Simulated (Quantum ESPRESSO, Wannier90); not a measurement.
**PtS₂ (CdI2 type), plane waves to Wannier functions**

```
begin unit_cell_cart
ang
    3.5487400037    0.0000000000    0.0000000000
   -1.7743700019    3.0732989946    0.0000000000
    0.0000000000    0.0000000000    5.5970700000
end unit_cell_cart
begin atoms_frac
Pt   0.0000000000  0.0000000000  0.0000000000
S   -0.3333333333  0.3333333333 -0.2203400000
S    0.3333333333 -0.3333333333  0.2203400000
end atoms_frac
```

Materials Project entry mp-762; symmetrised, unrelaxed at this level. COD (Crystallography Open Database) has an entry of this formula and space group (matched by these alone). Computed values, not measurements, from PBEsol: Quantum ESPRESSO (norm-conserving PseudoDojo potentials, cutoff 68 Ry, no spin polarisation, no spin-orbit coupling) on a Γ-centred 12×12×6 mesh, then Wannier90. Density: 12×12×6 mesh, cold smearing 0.01 Ry. The cell is built of weakly bound layers, chains or molecules, whose nearest atoms lie 3.74 Å apart. Database cells relaxed without dispersion often hold them too far apart, which can enlarge gaps and weakens couplings between them; spacing and stacking were not compared with the measured crystal. Spin-orbit coupling is left out although heavy elements are present.

Bands 5-15 form an isolated set from -14.66 to -0.08 eV relative to the valence-band maximum (on the path) and are turned into 11 Wannier functions by minimising the spread from the start: SCDM (isolated).

Task: Where do the functions sit, how wide are they and what are they made of?

Result: 
```tsv
functions	spread (Å²)	nearest atom, distance (Å)	second atom, distance (Å)	weight on atomic waves
3	1.23	Pt 0.00	S 2.39	Pt 5d 98 %
6	1.77	S 0.99	Pt 1.40	S 3p 57 %, Pt 5d 22 %, S 3s 13 %
2	1.67	S 0.44	Pt 2.64	S 3s 52 %, S 3p 44 %
```

Ω_I = 16.00 Å², Ω_total = 17.65 Å²; the interpolated bands follow pw.x to 0.4 meV rms on the path. It is the lowest total spread that any start reached here.
